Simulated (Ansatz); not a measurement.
Input file for Ansatz (a quantum-chemistry and plane-wave program):

Ansatz 0.2 input:
```yaml
crystal:
  lattice:
    - [0.0, 1.7818313699, 1.7818313699]
    - [1.7818313699, 0.0, 1.7818313699]
    - [1.7818313699, 1.7818313699, 0.0]
  atoms:
    - { symbol: Cu, position: [0.0, 0.0, 0.0] }
kpoints:
  mp_grid: { grid: [41, 41, 41] }
hamiltonian:
  xc: pbesol
  pseudopotentials: { kind: paw }
scf:
  occupations: { method: fermi_dirac, width: 0.1 }
elastic: { mode: relaxed_ion, stencil: two_point, amplitude: 0.005, f_tol: 0.0005 }
```

Output (shortened):

```
Pseudopotential: Cu, paw, valence charge 19
Functional definition: PBEsol
Crystal: 1 atoms, lattice volume = 11.314 Å³
Basis set: ecut = 420 eV, 229 PW (Γ), exchange–correlation on 36×36×36 points (8 copies of the dense FFT grid, shifted against one another)
Bands: 14, of which v1, the nominal top of the filled ones, is band 10 counted from 1 (9 counted from 0)
Symmetry: 48 space group operations
Space group: Fm-3m (ITA 225), of the structure as read, at distance tolerance 2.2e-5 Å
k-points: 1771 of 68921
SCF iter   1: F=—  HF=-6588.783912 eV  |F-HF|=—  |Δ(HF+E_count)|=         —  Δρ=2.09e-2  dr2=2.54e-2  ethr=1.77e-3  ⟨swp⟩=5.3  Hψ=124144  notcnv=0
preconditioner: auto → none
SCF iter   2: F=—  HF=-6588.777919 eV  |F-HF|=—  |Δ(HF+E_count)|=   5.99e-3  Δρ=9.46e-4  dr2=4.18e-5  ethr=1.33e-4  ⟨swp⟩=2.8  Hψ=53437  notcnv=0  defer=240
SCF iter   3: F=—  HF=-6588.777901 eV  |F-HF|=—  |Δ(HF+E_count)|=   1.78e-5  Δρ=9.60e-4  dr2=4.11e-5  ethr=2.20e-7  ⟨swp⟩=2.0  Hψ=41556  notcnv=0  defer=240
SCF iter   4: F=—  HF=-6588.777924 eV  |F-HF|=—  |Δ(HF+E_count)|=   2.32e-5  Δρ=7.47e-5  dr2=2.40e-7  ethr=2.16e-7  ⟨swp⟩=1.0  Hψ=24553  notcnv=0  defer=240
SCF iter   5: F=—  HF=-6588.777927 eV  |F-HF|=—  |Δ(HF+E_count)|=   2.25e-6  Δρ=3.15e-6  dr2=5.07e-10  ethr=1.27e-9  ⟨swp⟩=2.1  Hψ=34443  notcnv=0  defer=240
SCF iter   6: F=—  HF=-6588.777927 eV  |F-HF|=—  |Δ(HF+E_count)|=  3.17e-10  Δρ=1.31e-7  dr2=5.92e-13  ethr=2.67e-12  ⟨swp⟩=2.5  Hψ=41901  notcnv=0  defer=240
SCF iter   7: F=-6588.777927 eV  HF=-6588.777927 eV  |F-HF|=0.00e0  |Δ(HF+E_count)|=  1.82e-12  Δρ=6.61e-9  dr2=1.48e-15  ethr=1.00e-12  ⟨swp⟩=4.6  Hψ=84761  notcnv=0
SCF 1 converged in 7 iterations: F = -6588.777927 eV  dr2 = 1.48e-15
Crystal: 1 atoms, lattice volume = 11.258 Å³
Symmetry: 16 space group operations
k-points: 4851 of 68921
iter 1 solved again at ethr=1.62e-6 eV; its pass at ethr=3.10e-3 eV (dr2=3.07e-4 eV) is discarded
SCF iter   1: F=—  HF=-6588.777800 eV  |F-HF|=—  |Δ(HF+E_count)|=         —  Δρ=2.02e-3  dr2=2.89e-4  ethr=1.62e-6  ⟨swp⟩=2.1  Hψ=426100  notcnv=0  defer=2
preconditioner: auto → none
SCF iter   2: F=—  HF=-6588.777741 eV  |F-HF|=—  |Δ(HF+E_count)|=   5.83e-5  Δρ=1.95e-4  dr2=2.00e-6  ethr=1.52e-6  ⟨swp⟩=2.5  Hψ=95330  notcnv=0  defer=2
SCF iter   3: F=—  HF=-6588.777735 eV  |F-HF|=—  |Δ(HF+E_count)|=   6.19e-6  Δρ=1.19e-4  dr2=1.18e-6  ethr=1.05e-8  ⟨swp⟩=2.0  Hψ=107729  notcnv=0  defer=2
SCF iter   4: F=—  HF=-6588.777735 eV  |F-HF|=—  |Δ(HF+E_count)|=   3.02e-7  Δρ=1.41e-5  dr2=4.37e-9  ethr=6.21e-9  ⟨swp⟩=2.5  Hψ=91214  notcnv=0  defer=2
SCF iter   5: F=—  HF=-6588.777735 eV  |F-HF|=—  |Δ(HF+E_count)|=   2.07e-8  Δρ=3.64e-7  dr2=8.28e-12  ethr=2.30e-11  ⟨swp⟩=2.0  Hψ=113583  notcnv=0  defer=2
SCF iter   6: F=—  HF=-6588.777735 eV  |F-HF|=—  |Δ(HF+E_count)|=  4.55e-12  Δρ=3.89e-8  dr2=9.67e-14  ethr=1.00e-12  ⟨swp⟩=3.4  Hψ=280753  notcnv=0
SCF iter   7: F=-6588.777735 eV  HF=-6588.777735 eV  |F-HF|=1.82e-12  |Δ(HF+E_count)|=  9.09e-13  Δρ=2.26e-9  dr2=2.05e-16  ethr=1.00e-12  ⟨swp⟩=3.1  Hψ=181693  notcnv=0
SCF 2 converged in 7 iterations: F = -6588.777735 eV  dr2 = 2.05e-16
Crystal: 1 atoms, lattice volume = 11.371 Å³
iter 1 solved again at ethr=4.30e-11 eV; its pass at ethr=3.10e-3 eV (dr2=8.16e-9 eV) is discarded
SCF iter   1: F=—  HF=-6588.777748 eV  |F-HF|=—  |Δ(HF+E_count)|=         —  Δρ=1.23e-5  dr2=1.24e-8  ethr=4.30e-11  ⟨swp⟩=3.0  Hψ=462737  notcnv=0
preconditioner: auto → none
SCF iter   2: F=—  HF=-6588.777748 eV  |F-HF|=—  |Δ(HF+E_count)|=   5.06e-7  Δρ=3.58e-6  dr2=7.66e-10  ethr=4.30e-11  ⟨swp⟩=2.0  Hψ=89739  notcnv=0
SCF iter   3: F=—  HF=-6588.777748 eV  |F-HF|=—  |Δ(HF+E_count)|=  1.06e-10  Δρ=1.00e-6  dr2=7.56e-11  ethr=4.03e-12  ⟨swp⟩=2.0  Hψ=92686  notcnv=0
SCF iter   4: F=—  HF=-6588.777748 eV  |F-HF|=—  |Δ(HF+E_count)|=  2.09e-11  Δρ=4.21e-7  dr2=7.00e-12  ethr=3.98e-13 (applied; sched 1.00e-12)  ⟨swp⟩=2.2  Hψ=97219  notcnv=0  defer=38
SCF iter   5: F=—  HF=-6588.777748 eV  |F-HF|=—  |Δ(HF+E_count)|=  3.64e-12  Δρ=3.95e-8  dr2=6.01e-14  ethr=1.00e-12  ⟨swp⟩=3.3  Hψ=252855  notcnv=0
SCF iter   6: F=-6588.777748 eV  HF=-6588.777748 eV  |F-HF|=0.00e0  |Δ(HF+E_count)|=  1.82e-12  Δρ=2.25e-9  dr2=1.89e-16  ethr=1.00e-12  ⟨swp⟩=3.2  Hψ=182854  notcnv=0
SCF 3 converged in 6 iterations: F = -6588.777748 eV  dr2 = 1.89e-16
Crystal: 1 atoms, lattice volume = 11.314 Å³
Symmetry: 8 space group operations
k-points: 9261 of 68921
iter 1 solved again at ethr=2.76e-8 eV; its pass at ethr=3.10e-3 eV (dr2=5.24e-6 eV) is discarded
SCF iter   1: F=—  HF=-6588.777845 eV  |F-HF|=—  |Δ(HF+E_count)|=         —  Δρ=2.99e-4  dr2=2.35e-6  ethr=2.76e-8  ⟨swp⟩=3.2  Hψ=884032  notcnv=0  defer=9
preconditioner: auto → none
SCF iter   2: F=—  HF=-6588.777844 eV  |F-HF|=—  |Δ(HF+E_count)|=   1.73e-6  Δρ=1.33e-4  dr2=4.86e-7  ethr=1.24e-8  ⟨swp⟩=1.0  Hψ=128318  notcnv=0  defer=9
SCF iter   3: F=—  HF=-6588.777843 eV  |F-HF|=—  |Δ(HF+E_count)|=   1.51e-7  Δρ=3.82e-6  dr2=6.27e-10  ethr=2.56e-9  ⟨swp⟩=1.2  Hψ=138146  notcnv=0  defer=9
SCF iter   4: F=—  HF=-6588.777843 eV  |F-HF|=—  |Δ(HF+E_count)|=  9.13e-10  Δρ=9.40e-7  dr2=4.47e-11  ethr=3.30e-12  ⟨swp⟩=2.1  Hψ=206659  notcnv=0  defer=9
SCF iter   5: F=—  HF=-6588.777843 eV  |F-HF|=—  |Δ(HF+E_count)|=  4.55e-12  Δρ=4.85e-7  dr2=1.32e-11  ethr=2.35e-13 (applied; sched 1.00e-12)  ⟨swp⟩=2.3  Hψ=196705  notcnv=0  defer=725
SCF iter   6: F=—  HF=-6588.777843 eV  |F-HF|=—  |Δ(HF+E_count)|=  2.73e-12  Δρ=1.62e-7  dr2=1.48e-12  ethr=6.95e-14 (applied; sched 1.00e-12)  ⟨swp⟩=2.1  Hψ=176097  notcnv=0  defer=1334
SCF iter   7: F=-6588.777843 eV  HF=-6588.777843 eV  |F-HF|=0.00e0  |Δ(HF+E_count)|=    0.00e0  Δρ=3.23e-8  dr2=5.82e-14  ethr=1.00e-12  ⟨swp⟩=3.0  Hψ=476531  notcnv=0
SCF 4 converged in 7 iterations: F = -6588.777843 eV  dr2 = 5.82e-14
Crystal: 1 atoms, lattice volume = 11.314 Å³
iter 1 solved again at ethr=1.00e-12 eV; its pass at ethr=3.10e-3 eV (dr2=1.89e-10 eV) is discarded
SCF iter   1: F=—  HF=-6588.777844 eV  |F-HF|=—  |Δ(HF+E_count)|=         —  Δρ=2.40e-6  dr2=1.70e-10  ethr=1.00e-12  ⟨swp⟩=3.6  Hψ=918126  notcnv=0  defer=4
preconditioner: auto → none
SCF iter   2: F=—  HF=-6588.777843 eV  |F-HF|=—  |Δ(HF+E_count)|=   5.07e-7  Δρ=1.22e-6  dr2=4.69e-11  ethr=8.93e-13 (applied; sched 1.00e-12)  ⟨swp⟩=2.5  Hψ=180956  notcnv=0  defer=6
SCF iter   3: F=—  HF=-6588.777843 eV  |F-HF|=—  |Δ(HF+E_count)|=  2.73e-11  Δρ=3.62e-7  dr2=7.47e-12  ethr=2.47e-13 (applied; sched 1.00e-12)  ⟨swp⟩=2.7  Hψ=197454  notcnv=0  defer=319
SCF iter   4: F=—  HF=-6588.777843 eV  |F-HF|=—  |Δ(HF+E_count)|=  1.82e-12  Δρ=4.44e-8  dr2=7.45e-14  ethr=1.00e-12  ⟨swp⟩=3.3  Hψ=504366  notcnv=0
SCF iter   5: F=-6588.777843 eV  HF=-6588.777843 eV  |F-HF|=0.00e0  |Δ(HF+E_count)|=    0.00e0  Δρ=1.04e-8  dr2=4.92e-15  ethr=1.00e-12  ⟨swp⟩=3.8  Hψ=380135  notcnv=0
SCF 5 converged in 5 iterations: F = -6588.777843 eV  dr2 = 4.92e-15
SCF converged after 7 iterations
Free energy (F): -6588.777927 eV
Harris-Foulkes:  -6588.777927 eV  (|F-HF|=0.00e0)
Internal energy: -6588.768100 eV  (E = F + TS)
E sigma→0 (E₀):  -6588.773013 eV
Entropy (-TS):   -0.009826 eV (-9.826 meV/atom)
Fermi energy:    17.546146 eV
--- Per-component energies (eV) ---
  E_band       = -345.613108
  E_kinetic    = 300.637463
  E_local      = -3970.025158  (includes V_loc(G=0)·N_el)
  E_nonlocal   = 391.017382
  E_hartree    = 1748.502428
  E_xc         = -89.407531
  E_vxc        = -115.897559  (∫ρ·V_xc dr)
  E_paw        = -1625.757497  (= ΣΔE_a)
  E_vpaw       = -448.350308  (= ΣTr[D̂ρ^β])
  E_aug_tail   = 0.000218  (compensation charges beyond the density's cutoff)
  E_ewald      = -3343.941608
  E_core_change = 0.206202  (= ΣΔE_core)
  E_smearing   = -0.009826  (= −TS)
  E_closure    =  0.000000  (closes the sum)
  Σ components = -6588.777927   (vs F -6588.777927, Δ=0.00e0)
  [band-id]    e_kinetic+e_local+e_nonlocal+2·e_hartree+e_vxc+e_vpaw+e_augmentation_tail = -345.613105   (vs E_band -345.613108, Δ=2.28e-6)
--- Forces (eV/Å), atoms counted from 1 ---
  atom   1  Cu     0.00000000     0.00000000     0.00000000
  max |Σ_I F_I| component: 0.0 eV/Å
--- Stress (GPa, compression-positive) ---
        0.012493       0.000000       0.000000
        0.000000       0.012493       0.000000
        0.000000       0.000000       0.012493
  P = ⅓ Tr σ = 0.0125 GPa (0.125 kbar)
--- Band table (eV; the first three rows and the last of 1771) ---
  k-point 0: bands = ["-94.8367", "-52.2879", "-52.2879", "-52.2879", "7.7449", "14.3852", "14.3852", "14.3852", "15.2868", "15.2868", "40.4583", "43.2763", "43.2763", "43.2763"]
  k-point 1: bands = ["-94.8366", "-52.2886", "-52.2880", "-52.2880", "7.7673", "14.3801", "14.3898", "14.3898", "15.2849", "15.2849", "40.3697", "42.8103", "43.1928", "43.1928"]
  k-point 2: bands = ["-94.8363", "-52.2909", "-52.2883", "-52.2883", "7.8346", "14.3648", "14.4033", "14.4033", "15.2794", "15.2794", "40.0146", "42.0374", "42.9786", "42.9786"]
  k-point 1770: bands = ["-94.8140", "-52.3751", "-52.3721", "-52.3375", "13.1670", "13.7746", "13.8658", "15.2381", "16.0513", "23.5547", "24.0287", "26.1028", "26.6924", "45.9329"]
--- Elastic constants: 2 strain directions × 2 members + reference (group order 48) ---
  dense FFT box of the reference and of every strained cell: 18×18×18
  strains applied: 11, 23; error gains: componentwise 1.00 (the most a stress slope's error grows in a printed constant), spectral 1.73 (1 for all six strains …
  C = ∂σ_k/∂η_j (tension-positive GPa; Voigt order 11 22 33 23 13 12):
       209.634    147.452    147.452      0.000      0.000      0.000
       147.452    209.634    147.452      0.000      0.000      0.000
       147.452    147.452    209.634      0.000      0.000      0.000
         0.000      0.000      0.000     93.880      0.000      0.000
         0.000      0.000      0.000      0.000     93.880      0.000
         0.000      0.000      0.000      0.000      0.000     93.880
  reference stress σ⁰ (GPa):     -0.012     -0.012     -0.012      0.000      0.000      0.000
  C* (energy form; C + prestress term) asymmetry max|C*_kj − C*_jk| = 2.316e-16 GPa — a small one proves nothing (zero by symmetry where the batch's group is …
  moduli (Voigt/Reuss/Hill, GPa): K = 168.18/168.18/168.18   G = 68.76/51.93/60.35   E = 161.70   ν = 0.340
  mechanically stable: yes (min eigenvalue of sym C = 62.18 GPa)
  where every solve meets its electron count the energy-path curvature estimates C_jj along a normal strain and C_jj − ¼(σ⁰_aa + σ⁰_bb) along a shear (ab), of …
  strain η (Voigt 11):  stress-route row diagonal C_11 = 209.63 GPa, energy-path curvature d²(F+E_count+ΔE)/dδ²/Ω₀ = 209.60 GPa
         δ    σ_11 (GPa)             F (eV)   n_scf  n_hpsi   n_pw
    -5.000e-3      -1.0736       -6588.7777348       7  1364320    229   relax 0 steps, max|allowed force component| 0.00e0 eV/Å
     5.000e-3       1.0228       -6588.7777475       6  1246010    238   relax 0 steps, max|allowed force component| 0.00e0 eV/Å
  strain η (Voigt 23):  stress-route row diagonal C_44 = 93.88 GPa, energy-path curvature d²(F+E_count+ΔE)/dδ²/Ω₀ = 93.89 GPa
         δ    σ_23 (GPa)             F (eV)   n_scf  n_hpsi   n_pw
    -5.000e-3      -0.4694       -6588.7778434       7  2336148    232   relax 0 steps, max|allowed force component| 0.00e0 eV/Å
     5.000e-3       0.4694       -6588.7778434       5  2310697    232   relax 0 steps, max|allowed force component| 0.00e0 eV/Å
```

Cost: about 10 core-minutes (a rough figure) on shared cores.

The cell was relaxed with PBEsol under the symmetry of its start. The run is not spin-polarised. As this level gives no gap, shear constants depend on the k-mesh and smearing (Fermi–Dirac, 0.1 eV here).

Potentials: the later of the program's two PAW sets.

Ansatz is a plane-wave DFT program.
